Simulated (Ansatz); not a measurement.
A relaxation computed with Ansatz, from input to last step.

```yaml
crystal:
  lattice:
    - [3.7861011784, 0.0, 0.0]
    - [-1.8930505892, 3.2788598018, 0.0]
    - [0.0, 0.0, 4.0879829999]
  atoms:
    - { symbol: Na, position: [0.0, 0.0, 0.0] }
    - { symbol: Pt, position: [0.3333333333, 0.6666666667, 0.5] }
    - { symbol: Pt, position: [0.6666666667, 0.3333333333, 0.5] }
basis:
  ecutwfc: 500
kpoints:
  mp_grid: { grid: [6, 6, 4] }
hamiltonian:
  xc: r2scan
scf:
  occupations: { method: gaussian, width: 0.1 }
  lower_state_search: "off"
output:
  forces: true
  stress: true
  eigenvalues: true
relax:
  adjacent_minimum: "off"
  f_tol: 0.04
  max_steps: 70
  cell: { stress_tol: 0.4 }
```

```bash
ansatz run input.yaml --threads 1 --pin off --max-ram 2560MiB --backend cpu --events-out ev --progress --plain --runs-dir out
```

These are results of Ansatz 0.2.0, DFT r2SCAN, scalar-relativistic, plane waves, PAW, not measurements.

Of 6 frames 6 are shown, positions in Å and forces in eV/Å; the SCF threshold varies from step to step. Steps run on the plane waves of an earlier cell, with a Pulay correction in the pressure. The basis is chosen afresh for the last frame, the zero of the energies, and at times for earlier ones too; energy and pressure step there, also at an unchanged geometry. Here that happened at step 6 (-2 meV/atom, 0.0 GPa); the frames before carry an error of that size.

```xyz
3
Lattice="3.7861 0.0000 0.0000 -1.8931 3.2789 0.0000 0.0000 0.0000 4.0880" Properties=species:S:1:pos:R:3:forces:R:3 pbc="T T T" step=1 free_energy_over_end_meV_per_atom=960.52 pressure_GPa=63.21
Na    0.0000    0.0000    0.0000    0.0000    0.0000    0.0000
Pt    0.0000    2.1859    2.0440    0.0000    0.0000    0.0000
Pt    1.8931    1.0930    2.0440    0.0000    0.0000    0.0000
3
Lattice="3.9709 0.0000 0.0000 -1.9854 3.4389 0.0000 0.0000 0.0000 4.1099" Properties=species:S:1:pos:R:3:forces:R:3 pbc="T T T" step=2 free_energy_over_end_meV_per_atom=295.72 pressure_GPa=28.01
Na    0.0000    0.0000    0.0000    0.0000    0.0000    0.0000
Pt    0.0000    2.2926    2.0550    0.0000    0.0000    0.0000
Pt    1.9854    1.1463    2.0550    0.0000    0.0000    0.0000
3
Lattice="4.1317 0.0000 0.0000 -2.0658 3.5781 0.0000 0.0000 0.0000 4.1494" Properties=species:S:1:pos:R:3:forces:R:3 pbc="T T T" step=3 free_energy_over_end_meV_per_atom=49.26 pressure_GPa=9.07
Na    0.0000    0.0000    0.0000    0.0000    0.0000    0.0000
Pt    0.0000    2.3854    2.0747    0.0000    0.0000    0.0000
Pt    2.0658    1.1927    2.0747    0.0000    0.0000    0.0000
3
Lattice="4.2908 0.0000 0.0000 -2.1454 3.7160 0.0000 0.0000 0.0000 4.1814" Properties=species:S:1:pos:R:3:forces:R:3 pbc="T T T" step=4 free_energy_over_end_meV_per_atom=6.41 pressure_GPa=-2.18
Na    0.0000    0.0000    0.0000    0.0000    0.0000    0.0000
Pt    0.0000    2.4773    2.0907    0.0000    0.0000    0.0000
Pt    2.1454    1.2387    2.0907    0.0000    0.0000    0.0000
3
Lattice="4.2566 0.0000 0.0000 -2.1283 3.6863 0.0000 0.0000 0.0000 4.1253" Properties=species:S:1:pos:R:3:forces:R:3 pbc="T T T" step=5 free_energy_over_end_meV_per_atom=2.33 pressure_GPa=0.07
Na    0.0000    0.0000    0.0000    0.0000    0.0000    0.0000
Pt    0.0000    2.4576    2.0627    0.0000    0.0000    0.0000
Pt    2.1283    1.2288    2.0627    0.0000    0.0000    0.0000
3
Lattice="4.2566 0.0000 0.0000 -2.1283 3.6863 0.0000 0.0000 0.0000 4.1253" Properties=species:S:1:pos:R:3:forces:R:3 pbc="T T T" step=6 free_energy_over_end_meV_per_atom=0.00 pressure_GPa=0.08
Na    0.0000    0.0000    0.0000    0.0000    0.0000    0.0000
Pt    0.0000    2.4576    2.0627    0.0000    0.0000    0.0000
Pt    2.1283    1.2288    2.0627    0.0000    0.0000    0.0000
```

The start puts this composition into another compound's structure type, which needn't suit it. At the end the space group is P6/mmm (tolerance 0.05 Å).

It took 15 s on 1 thread of Intel(R) Xeon(R) 6975P-C (Granite Rapids), with other jobs on the host, peak memory 0.52 GiB.

The k mesh is coarse. Spin–orbit coupling is left out, which can shift energies with elements as heavy as these.